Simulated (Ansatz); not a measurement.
Response of As to small distortions

```
As
1.0
     1.87975    1.08527    3.48577
    -1.87975    1.08527    3.48577
     0.00000   -2.17055    3.48577
As
2
Direct
  0.22754 0.22754 0.22754
  0.77246 0.77246 0.77246
```

Atom numbers follow the list: As1, As2.

The cell is a measured one (Crystallography Open Database entry 9009651); the temperature and pressure of the measurement aren't taken into account, and nothing was relaxed.

Method: DFT, LDA, all-electron LAPW, scalar-relativistic (Ansatz 0.2.0).

Sampling and basis: a Γ-centred 13×13×13 k mesh, Fermi–Dirac smearing of 0.05 eV, basis error target 1 meV/atom, no spin polarisation.

The unchanged cell is at -1.50 GPa.

In a metal, stresses and small energies carry noise from the k mesh.

x, y and z are the Cartesian axes of the cell as listed; fractional coordinates follow a strain, and an engineering shear is twice the off-diagonal strain component.

**Question.** With this change (equal xy, yz and zx engineering shear strains of -2 %), what becomes of the energy and stress and forces?

**Answer.** Energy change +4 meV/atom; stress change (xx, yy, zz, yz, xz, xy) -0.68, 0.72, 0.08, 1.51, 0.82, 0.40 GPa, compression positive; change of the force on As1 (0.095, 0.127, 0.000) eV/Å.

With equal xy, yz and zx engineering shear strains of -1 %: energy change under 1 meV/atom; stress change (xx, yy, zz, yz, xz, xy) -0.33, 0.34, 0.02, 0.75, 0.42, 0.20 GPa, compression positive; change of the force on As1 (0.047, 0.064, 0.000) eV/Å.

**Question.** With this change (equal xy, yz and zx engineering shear strains of +1 %), what becomes of the energy and stress and forces?

**Answer.** Energy change under 1 meV/atom; stress change (xx, yy, zz, yz, xz, xy) 0.32, -0.31, 0.02, -0.74, -0.42, -0.20 GPa, compression positive; change of the force on As2 (0.046, 0.065, 0.000) eV/Å.

**Question.** With this change (equal xy, yz and zx engineering shear strains of +2 %), what becomes of the energy and stress and forces?

**Answer.** Energy change +4 meV/atom; stress change (xx, yy, zz, yz, xz, xy) 0.62, -0.57, 0.07, -1.45, -0.84, -0.39 GPa, compression positive; change of the force on As1 (-0.091, -0.130, -0.001) eV/Å.
